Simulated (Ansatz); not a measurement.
Sb: relaxation of cell and atoms

Theory: Ansatz 0.2.0, DFT, PBEsol, PAW with Ansatz's default frozen-core files, scalar-relativistic.

Command: `ansatz run input.yaml --threads 1 --pin off --max-ram 2048MiB --backend cpu --events-out ev --progress --plain --runs-dir out` The run took 14 s on 1 thread of Intel(R) Xeon(R) 6975P-C (Granite Rapids), with other jobs on the host, peak memory 0.49 GiB.

```yaml
crystal:
  lattice:
    - [2.1102243954, 1.2183386227, 3.6812845966]
    - [-2.1102243954, 1.2183386227, 3.6812845966]
    - [0.0, -2.4366772455, 3.6812845966]
  atoms:
    - { symbol: Sb, position: [0.23349, 0.23349, 0.23349] }
    - { symbol: Sb, position: [0.76651, 0.76651, 0.76651] }
kpoints:
  mp_grid: { grid: [9, 9, 9] }
scf:
  occupations: { method: fermi_dirac, width: 0.05 }
hamiltonian:
  xc: pbesol
  pseudopotentials: { kind: paw }
output:
  forces: true
  stress: true
  efg: { contact_densities: true }
relax:
  f_tol: 0.005
  max_steps: 80
  cell: {}
```

No spin–orbit coupling, which matters for the heavy atoms here.

The geometry is COD entry 5000214, unchecked; take it as a test cell. The listed cell was then made from it by scaling, straining or moving an atom.

The cutoff is 420 eV; energies and pressures of the walk include the program's estimate of the Pulay term. The PAW files were made with PBE; their cores are remade for this functional.

Each frame lists the cell vectors (Å), then Cartesian positions (Å) and forces (eV/Å). Free energies count from the first step, -12816.1280 eV.

The walk took 7 evaluations in all; steps that aren't listed are left out.

Step 1: E = 0.0 meV, P = 4.14 GPa

```
cell 2.1102 1.2183 3.6813 -2.1102 1.2183 3.6813 0.0000 -2.4367 3.6813
Sb    0.0000    0.0000    2.5786     0.000   0.000   0.475
Sb    0.0000    0.0000    8.4652     0.000   0.000  -0.475
```

Step 2:

```
cell 2.1974 1.2687 3.7725 -2.1974 1.2687 3.7725 0.0000 -2.5373 3.7725
Sb    0.0000    0.0000    2.6947
Sb    0.0000    0.0000    8.6229
```

Step 3: E = -47.5 meV, P = 0.13 GPa

```
cell 2.1532 1.2432 3.7089 -2.1532 1.2432 3.7089 0.0000 -2.4863 3.7089
Sb    0.0000    0.0000    2.6239     0.000   0.000  -0.035
Sb    0.0000    0.0000    8.5028     0.000   0.000   0.035
```

Step 4: E = -48.0 meV, P = 0.02 GPa

```
cell 2.1614 1.2479 3.6920 -2.1614 1.2479 3.6920 0.0000 -2.4957 3.6920
Sb    0.0000    0.0000    2.6074     0.000   0.000   0.001
Sb    0.0000    0.0000    8.4686     0.000   0.000  -0.001
```

Step 5: E = -48.0 meV, P = 0.01 GPa

```
cell 2.1608 1.2475 3.6950 -2.1608 1.2475 3.6950 0.0000 -2.4950 3.6950
Sb    0.0000    0.0000    2.6096     0.000   0.000  -0.003
Sb    0.0000    0.0000    8.4753     0.000   0.000   0.003
```

Q: Give the energy and forces of step 2.

A: E = +3.8 meV, P = -3.37 GPa, step rejected
```
Sb    0.0000    0.0000    2.6947     0.000   0.000  -0.437
Sb    0.0000    0.0000    8.6229     0.000   0.000   0.437
```

Q: How does the relaxation end?

A: It converges, with a = 4.321 Å, b = 4.321 Å, c = 11.090 Å, α = 90.00°, β = 90.00°, γ = 120.00° (conventional cell, space group R-3m). The last solve (on a basis chosen afresh for the final cell, so its energy is not quite comparable) gives E = -48.7 meV, P = -0.01 GPa:
```
cell 2.1606 1.2474 3.6968 -2.1606 1.2474 3.6968 0.0000 -2.4949 3.6968
Sb    0.0000    0.0000    2.6106     0.000   0.000  -0.002
Sb    0.0000    0.0000    8.4798     0.000   0.000   0.002
```
